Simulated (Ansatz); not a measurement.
The relaxed structure here is a generated cell of Pd: the first start was made by placing the elements on the sites of a structure type, and the end was not matched to a known phase here, so it may be hypothetical. Known forms of Pd include space group No. 225.

A relaxed cell of Pd (P6/mmm (No. 191)), relaxed on a k-mesh at least as fine as the one used below. Calculation: PBEsol (plane waves to 420 eV, PAW, scalar-relativistic; Ansatz, a first-principles code). Γ-centred k-mesh 9×9×12 on the run's cell (coarser than for final values), Fermi–Dirac smearing 0.05 eV.

```yaml
crystal:
  lattice:
    - [4.42644, 0.00000, 0.00000]
    - [-2.21322, 3.83341, 0.00000]
    - [0.00000, 0.00000, 2.63060]
  atoms:
    - { symbol: Pd, position: [0.00000, 0.00000, 0.00000] }
    - { symbol: Pd, position: [0.33333, 0.66667, 0.50000] }
    - { symbol: Pd, position: [0.66667, 0.33333, 0.50000] }
```

The atoms are displaced along an unstable phonon of this cell by (Å):

| atom | ux | uy | uz |
|---|---|---|---|
| Pd1 | 0.000 | 0.000 | 0.000 |
| Pd2 | 0.000 | 0.000 | 0.150 |
| Pd3 | 0.000 | 0.000 | -0.150 |

Q: What forces (eV/Å) and pressure result?

A: 
| atom | Fx | Fy | Fz |
|---|---|---|---|
| Pd1 | 0.00 | 0.00 | 0.00 |
| Pd2 | 0.00 | 0.00 | 0.27 |
| Pd3 | 0.00 | 0.00 | -0.27 |

Pressure -0.7 GPa.

The undisplaced cell is probably no minimum: from this displacement the run went on to Im-3m (No. 229), 0.07 eV/atom below it.

No spin polarisation in the result.
